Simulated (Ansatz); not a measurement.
CsCaF₃:
```
CELL_PARAMETERS angstrom
      4.51725     0.00000     0.00000
      0.00000     4.51725     0.00000
      0.00000     0.00000     4.51725
ATOMIC_POSITIONS crystal
  Cs 0.00000 0.00000 0.00000
  Ca 0.50000 0.50000 0.50000
  F  0.00000 0.50000 0.50000
  F  0.50000 0.00000 0.50000
  F  0.50000 0.50000 0.00000
```

Relaxed with r²SCAN. Special points in fractions of this cell's reciprocal vectors: Γ (0.000, 0.000, 0.000); X (0.000, 0.500, 0.000); M (0.500, 0.500, 0.000); R (0.500, 0.500, 0.500).

Problem. List the band energies nearest the valence-band maximum at these points for the program Ansatz at the r²SCAN level (PAW).

Solution. In eV from the valence-band maximum; about four levels below and three above (degenerate sets whole), none deeper than 8.9 eV; points with the same levels are listed once.

| k | below | above |
|---|---|---|
| Γ | -0.38 -0.38 -0.38 -0.02 -0.02 -0.02 | 8.05 8.85 8.85 |
| X | -0.38 -0.38 -0.24 -0.24 | 9.58 9.80 9.81 |
| M | -0.48 -0.17 -0.17 -0.01 | 9.60 9.91 9.91 |
| R | -0.46 -0.46 -0.46 0.00 0.00 0.00 | 9.75 9.75 9.75 |

Space group Pm-3m (cubic perovskite). The first step of the workflow began from a Materials Project structure, measured or hypothetical; the Crystallography Open Database copy checked does not list it. Whether it is the stable phase at ambient conditions was not checked. Symmetry was held in the r²SCAN relaxation; its stability against distortions is not shown here. Spin–orbit coupling is left out wherever it is not named.

Potentials: the later of the program's two PAW sets.
